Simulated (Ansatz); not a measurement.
ScSi (CsCl type, Pm-3m) at seven volumes, plane-wave PAW r²SCAN (Ansatz code), scaled uniformly. One row is withheld.

```json
[
 {"V (Å³/atom)": "16.675", "P (GPa)": "9.91"},
 {"V (Å³/atom)": "17.225", "P (GPa)": "6.13"},
 {"V (Å³/atom)": "17.775", "P (GPa)": "2.83"},
 {"V (Å³/atom)": "18.324", "P (GPa)": "0.00"},
 {"V (Å³/atom)": "18.874", "P (GPa)": "-2.44"},
 {"V (Å³/atom)": "19.424", "P (GPa)": "-4.57"},
 {"V (Å³/atom)": "19.974", "P (GPa)": "?"}
]
```

Q: Fit the shown pressures and predict the withheld one.

A: Third-order Birch–Murnaghan: P = (3/2)B₀(x^(7/2) − x^(5/2))[1 + (3/4)(B′ − 4)(x − 1)] with x = (V₀/V)^(2/3). Least squares on the six rows gives V₀ = 18.326 Å³/atom, B₀ = 87.74 GPa, B′ = 3.82. At V = 19.974, x = 0.9442 and P = -6.41 GPa. The run itself gave -6.43 GPa.

The cell is a constructed one: a structure type filled with these elements; neither database checked (COD, Materials Project) lists it. Whether it is the stable phase at ambient conditions was not checked. The r²SCAN relaxation kept the symmetry of its start. At this level the phase is mechanically unstable. No spin polarisation was allowed.

Potentials: the earlier of the program's two PAW sets.
